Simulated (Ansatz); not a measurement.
SnS (rock salt)

```
CELL_PARAMETERS angstrom
      0.00000     2.87186     2.87186
      2.87186     0.00000     2.87186
      2.87186     2.87186     0.00000
ATOMIC_POSITIONS crystal
  Sn 0.50000 0.50000 0.50000
  S  0.00000 0.00000 0.00000
```

The relaxed cell is deformed in two ways at once: its volume V is scaled, and at that volume it is stretched along z (the c axis of the conventional cell) so that c/a changes. Fractional atomic positions are held.

Computed with PBEsol (plane waves to 420 eV, PAW, scalar-relativistic; Ansatz, a first-principles code). k mesh 10×10×10 (Γ-centred), Fermi-Dirac smearing 0.05 eV. The energy includes the smearing's −TS. As the smearing reaches across the gap at some points, the response to shear is sensitive to the k mesh, so small differences along c/a are uncertain. SnS was relaxed with its symmetry unable to fall. This is one of several known forms of SnS; the measured ambient cells at hand have space group No. 62. ΔE is measured from the relaxed starting cell.

```csv
ΔE (kJ/mol of atoms),V/V₀ = 0.920,V/V₀ = 0.947,V/V₀ = 0.973,V/V₀ = 1.000,V/V₀ = 1.027,V/V₀ = 1.053,V/V₀ = 1.080
(c/a)/(c/a)₀ = 0.920,9.5,7.2,5.8,5.0,4.9,5.4,6.3
(c/a)/(c/a)₀ = 0.947,5.9,3.8,2.6,2.1,2.2,2.9,…
(c/a)/(c/a)₀ = 0.973,3.8,…,0.9,0.5,0.8,1.5,2.8
(c/a)/(c/a)₀ = 1.000,3.2,1.4,0.3,0.0,0.3,1.1,2.4
(c/a)/(c/a)₀ = 1.027,3.8,…,0.8,0.4,0.7,1.5,2.8
(c/a)/(c/a)₀ = 1.053,5.4,3.3,2.2,…,…,2.5,3.7
(c/a)/(c/a)₀ = 1.080,…,5.6,4.2,3.5,3.5,…,5.1
```

**Question.** Complete the blanks.

**Answer.** 
- (c/a)/(c/a)₀ = 0.947, V/V₀ = 1.080: 4.0
- (c/a)/(c/a)₀ = 0.973, V/V₀ = 0.947: 1.9
- (c/a)/(c/a)₀ = 1.027, V/V₀ = 0.947: 1.9
- (c/a)/(c/a)₀ = 1.053, V/V₀ = 1.000: 1.7
- (c/a)/(c/a)₀ = 1.053, V/V₀ = 1.027: 1.8
- (c/a)/(c/a)₀ = 1.080, V/V₀ = 0.920: 7.8
- (c/a)/(c/a)₀ = 1.080, V/V₀ = 1.053: 4.1

(A scan under strain: stresses follow from slopes of the energy per volume, elastic moduli from its curvatures.)
